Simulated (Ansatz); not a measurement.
input.yaml (Ansatz)

```yaml
crystal:
  lattice:
    - [2.9226490306, 0.0, 0.0]
    - [0.0, 2.9226490306, 0.0]
    - [0.0, 0.0, 2.9226490306]
  atoms:
    - { symbol: Se, position: [0.0, 0.0, 0.0] }
hamiltonian:
  xc: r2scan
  pseudopotentials:
    kind: paw
    azcp:
      Se: "pseudopotentials/Se.paw.azcp"
basis:
  ecutwfc: 500
  fft_grid_basis: typed
kpoints:
  mp_grid: { grid: [13, 13, 13], shift: [0, 0, 0] }
magnetization:
  spin_polarized: false
scf:
  occupations: { method: fermi_dirac, width: 0.1 }
  lower_state_search: "off"
output:
  stress: true
```

Terminal output

```
Engine: ansatz 0.2.0, x86_64-unknown-linux-gnu
Pseudopotentials: kind: paw
Pseudopotential: Se, paw, valence charge 16, recommended cutoff 500 eV (meta_gga) 
Functional definition: r2SCAN
  parameter k0 = 0.174
  parameter k1 = 0.065
  parameter a1 = 4.9479
  exchange = r2scan_x(k0 = k0, k1 = k1, a1 = a1)
  correlation = r2scan_c
Crystal: 1 atoms, lattice volume = 24.965 Å³
Basis set: ecut = 500 eV, 619 PW (Γ), exchange–correlation on 96×96×96 points (64 copies of the dense FFT grid, shifted against one another)
Bands: 12, of which v1, the nominal top of the filled ones, is band 8 counted from 1 (7 counted from 0)
Symmetry: 48 space group operations
Space group: Pm-3m (ITA 221), of the structure as read, at distance tolerance 2.9e-5 Å
k-points: 84 of 2197
Non-local potential: Se, projectors of the file, l = 0: 2, l = 1: 2, l = 2: 3, l = 3: 1
PAW form: soft (Blöchl's): semilocal exchange-correlation on the pseudo side does not see the compensation charge
PAW frozen core: Se, regenerated for the run's functional (the file was generated under x = pbe(κ = 0.804, μ = 0.2195149727645171), c = pbe(β = 0.06672455060314922))
PAW one-centre angular grid: Se, 590 points (default); XC on 160 Gauss nodes
Initial density: superposition of atomic densities (neutral atoms: chi_scale 0, normalization atom), corrected by the library's trained network
Initial wavefunctions: pseudopotential atomic-orbital guess
Functional: x = r2scan, c = r2scan; τ floored in thin density (d = 2e-4 eV/Å³)
SCF iter   1: F=-5477.815962 eV  HF=-5477.813746 eV  |F-HF|=2.22e-3  |Δ(HF+E_count)|=         —  Δρ=2.14e-3  dr2=9.23e-4  dr2_τ=9.81e-4  ethr=1.77e-3  ⟨swp⟩=5.1  Hψ=6372  notcnv=0
SCF iter   2: F=-5477.816500 eV  HF=-5477.816210 eV  |F-HF|=2.90e-4  |Δ(HF+E_count)|=   2.46e-3  Δρ=1.61e-3  dr2=5.24e-4  dr2_τ=1.02e-5  ethr=5.77e-6  ⟨swp⟩=2.0  Hψ=2979  notcnv=0
SCF iter   3: F=-5477.816529 eV  HF=-5477.816499 eV  |F-HF|=2.91e-5  |Δ(HF+E_count)|=   2.90e-4  Δρ=5.26e-4  dr2=6.22e-5  dr2_τ=1.13e-6  ethr=3.28e-6  ⟨swp⟩=1.1  Hψ=1364  notcnv=0
SCF iter   4: F=-5477.816533 eV  HF=-5477.816533 eV  |F-HF|=1.25e-7  |Δ(HF+E_count)|=   3.38e-5  Δρ=3.50e-5  dr2=1.75e-7  dr2_τ=1.85e-8  ethr=3.89e-7  ⟨swp⟩=2.0  Hψ=1253  notcnv=0
iter 5 did not close the SCF: its close was put off for the readings that it lacked (scf_convergence_deferred on its scf_iter line)
SCF iter   5: F=-5477.816533 eV  HF=-5477.816533 eV  |F-HF|=8.07e-9  |Δ(HF+E_count)|=   4.09e-8  Δρ=1.07e-5  dr2=1.13e-8  dr2_τ=5.79e-10  ethr=1.09e-9  ⟨swp⟩=2.0  Hψ=1677  notcnv=0
SCF iter   6: F=-5477.816533 eV  HF=-5477.816533 eV  |F-HF|=3.46e-11  |Δ(HF+E_count)|=   9.41e-9  Δρ=7.79e-7  dr2=6.25e-11  dr2_τ=5.11e-12  ethr=7.04e-11  ⟨swp⟩=1.1  Hψ=2611  notcnv=0
SCF 1 converged in 6 iterations: F = -5477.816533 eV  dr2 = 6.25e-11
SCF converged after 6 iterations
Free energy (F): -5477.816533 eV
Harris-Foulkes:  -5477.816533 eV  (|F-HF|=3.46e-11)
Internal energy: -5477.798535 eV  (E = F + TS)
E sigma→0 (E₀):  -5477.807534 eV
Entropy (-TS):   -0.017998 eV (-17.998 meV/atom)
Fermi energy:    7.961933 eV
--- Per-component energies (eV) ---
  E_band       = -404.865591
  E_kinetic    = 115.016389
  E_local      = -2338.564171  (includes V_loc(G=0)·N_el)
  E_nonlocal   = -593.535453
  E_hartree    = 1153.004387
  E_xc         = -96.453389
  E_vxc        = -103.567408  (∫ρ·V_xc dr)
  E_paw        = -1926.173243  (= ΣΔE_a)
  E_vpaw       = 204.473633  (= ΣTr[D̂ρ^β])
  E_aug_tail   = -0.000210  (compensation charges beyond the density's cutoff)
  E_vtau       = 5.303039  (kinetic-family band-sum trace: ∫τ·v_τ [+ j·A + Jᵃ·Aᵃ] dr)
  E_ewald      = -1789.328074
  E_core_change = -1.764770  (= ΣΔE_core)
  E_smearing   = -0.017998  (= −TS)
  E_closure    = 0.000000  (closes the sum)
  Σ components = -5477.816533   (vs F -5477.816533, Δ=0.00e0)
--- Stress (GPa, compression-positive) ---
       -6.622153       0.000000       0.000000
       -0.000000      -6.622153       0.000000
       -0.000000       0.000000      -6.622153
  P = ⅓ Tr σ = -6.6222 GPa (-66.222 kbar)
```

Command:

```sh
ansatz run input.yaml --threads 1 --pin off --max-ram 3584MiB --backend cpu --events-out ev --progress --plain --runs-dir out
```

On 1 thread of Intel(R) Xeon(R) Platinum 8259CL CPU @ 2.50GHz (Skylake/Cascade Lake) (shared host) this took about 6.4 s of wall time and 6.3 s of CPU time.
